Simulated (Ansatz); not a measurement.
Relaxed TiO2 (rutile):

```
CELL_PARAMETERS angstrom
      4.59159     0.00000     0.00000
      0.00000     4.59159     0.00000
      0.00000     0.00000     2.93910
ATOMIC_POSITIONS crystal
  Ti 0.00000 0.00000 0.00000
  Ti 0.50000 0.50000 0.50000
  O  0.30442 0.30442 0.00000
  O  0.80442 0.19558 0.50000
  O  0.19558 0.80442 0.50000
  O  0.69558 0.69558 0.00000
```

All values below come from PBEsol (plane waves to 420 eV, PAW, scalar-relativistic; Ansatz, a quantum-chemistry and plane-wave program). k mesh 6×6×9 (Γ-centred), Fermi-Dirac smearing 0.05 eV. The PAW data are Ansatz's earlier set. TiO2 is run without spin polarisation. TiO2 was relaxed with its symmetry unable to fall.

One atom of the cell was then moved (with its periodic images), all else fixed, and the forces (eV/Å) came out as:

```tsv
atom	Fx	Fy	Fz
Ti1	5.653	-0.769	0.000
Ti2	-4.515	0.004	0.000
O3	0.846	0.482	0.000
O4	-0.891	1.334	0.000
O5	-0.474	-0.019	0.000
O6	-0.619	-1.033	0.000
```

Question: Which atom was moved, and by which vector (Å)?

Answer: Ti1, by (-0.35, 0.00, 0.00), 0.35 Å in all.

(A displaced cell: forces are minus the slopes of the energy, force constants its curvatures, and phonons follow from these.)
